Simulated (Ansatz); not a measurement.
Theory: Ansatz, DFT PBE, scalar-relativistic, plane waves, PAW. All cells share a 420 eV cutoff and Γ-centred k meshes spaced at most about 0.3 Å⁻¹ (2π included). No spin polarisation in the final relaxations.

Temperature and zero-point effects are left out. All come from trial cells, and lower structures may exist.

Problem. These unrelaxed guesses for ZnCd2S3 are each relaxed within their symmetry. Order them by the energy at which they end, lowest first.
A.

```
Zn Cd S
1.0
     3.97518    0.00000    0.00000
    -1.98759    3.44261    0.00000
     0.00000    0.00000   19.50769
Zn Cd S
2 4 6
Direct
  0.33333 0.66667 0.00000
  0.66667 0.33333 0.50000
  0.33333 0.66667 0.33333
  0.33333 0.66667 0.66667
  0.66667 0.33333 0.16667
  0.66667 0.33333 0.83333
  0.33333 0.66667 0.12833
  0.33333 0.66667 0.46167
  0.33333 0.66667 0.79500
  0.66667 0.33333 0.29500
  0.66667 0.33333 0.62833
  0.66667 0.33333 0.96167
```

B.

```
Zn Cd S
1.0
    -1.98872    1.98872    8.43744
     1.98872   -1.98872    8.43744
     1.98872    1.98872   -8.43744
Zn Cd S
1 2 3
Direct
  0.50000 0.50000 0.00000
  0.83333 0.83333 0.00000
  0.16667 0.16667 0.00000
  0.58333 0.08333 0.50000
  0.25000 0.75000 0.50000
  0.91667 0.41667 0.50000
```

Solution. B (ends in I-4m2, 0 meV/atom), A (ends in P6_3mc, 13 meV/atom).

Cells relaxed within their symmetry can be saddle points. Some types were kept out of the candidates beforehand, so the set may lack a known form.
